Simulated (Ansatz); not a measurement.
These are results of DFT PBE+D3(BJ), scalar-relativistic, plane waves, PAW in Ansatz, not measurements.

Plane waves to 420 eV, a k mesh through Γ of 6×4×4 on the computed 24-atom cell and Gaussian smearing (0.02 eV); no spin polarisation.

Structure with the computed forces (eV/Å) in the last three columns:

```xyz
24
Lattice="6.2255 0.0000 0.0000 0.0000 8.6651 0.0000 0.0000 0.0000 9.6021" Properties=species:S:1:pos:R:3:forces:R:3 pbc="T T T" pressure_GPa=30.87
H     1.1503    5.5792    6.9911    0.4190    0.0020   -1.2950
H     1.9624    3.0859    2.1900   -0.4190   -0.0020   -1.2950
H     4.2631    7.4184    2.6111    0.4190   -0.0020    1.2950
H     5.0752    1.2466    7.4121   -0.4190    0.0020    1.2950
Te    4.9414    4.6744    0.3868   -5.8690  -25.1710   15.9120
Te    4.3968    3.9907    5.1879    5.8690   25.1710   15.9120
Te    1.8287    8.3232    9.2153   -5.8690   25.1710  -15.9120
Te    1.2841    0.3418    4.4143    5.8690  -25.1710  -15.9120
O     4.8190    1.2324    8.4109    0.5520   -1.1410   -1.1650
O     4.5193    7.4327    3.6098   -0.5520    1.1410   -1.1650
O     1.7062    3.1001    1.1912    0.5520    1.1410    1.1650
O     1.4065    5.5649    5.9923   -0.5520   -1.1410    1.1650
O     5.2679    4.6138    8.5148    5.9040    0.3400  -26.1420
O     4.0703    4.0513    3.7137   -5.9040   -0.3400  -26.1420
O     2.1552    8.3838    1.0873    5.9040   -0.3400   26.1420
O     0.9576    0.2813    5.8884   -5.9040    0.3400   26.1420
O     4.9262    6.0408    1.0306    0.0000   24.9980   10.3110
O     4.4121    2.6242    5.8317    0.0000  -24.9980   10.3110
O     1.8134    6.9568    8.5715    0.0000  -24.9980  -10.3110
O     1.2993    1.7083    3.7705    0.0000   24.9980  -10.3110
F     1.9545    4.5742    0.8961   -0.2260   -1.2630    0.2920
F     1.1583    4.0909    5.6971    0.2260    1.2630    0.2920
F     5.0672    8.4234    8.7061   -0.2260    1.2630   -0.2920
F     4.2710    0.2417    3.9050    0.2260   -1.2630   -0.2920
```

Stress tensor (GPa, compression positive):

```
 1.20  0.00  0.00
 0.00 38.71  0.00
 0.00  0.00 52.71
```

 Some atoms are far too close here, so the PAW spheres overlap strongly and the numbers are rough.

Cost: 1 run of about 6.8 core-minutes, on Arm Neoverse N1 (shared hosts).